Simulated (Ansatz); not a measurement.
AlAs:
```
CELL_PARAMETERS angstrom
      4.00387     0.00000     0.00000
     -2.00194     3.46746     0.00000
      0.00000     0.00000     6.57922
ATOMIC_POSITIONS crystal
  Al 0.33333 0.66667 0.00073
  Al 0.66667 0.33333 0.50073
  As 0.33333 0.66667 0.37527
  As 0.66667 0.33333 0.87527
```

The program Ansatz at the PBEsol level (PAW) gives a gap of 1.62 eV without spin–orbit coupling, maximum at Γ, minimum on the L–M line, 26 % of the way from L.

**Question.** What happens when spin–orbit coupling is switched on?

**Answer.** The gap falls by 0.10 eV, to 1.52 eV; maximum at Γ, minimum on the L–M line, 26 % of the way from L.

Space group P6_3mc (wurtzite). The workflow started from a Materials Project entry (that database holds measured and hypothetical structures alike); the Crystallography Open Database copy checked does not list it. It is not the phase usual at ambient conditions (space group No. 216). The cell was relaxed with PBEsol under the symmetry of its start; its stability against distortions is not shown here.

Potentials: the later of the program's two PAW sets.
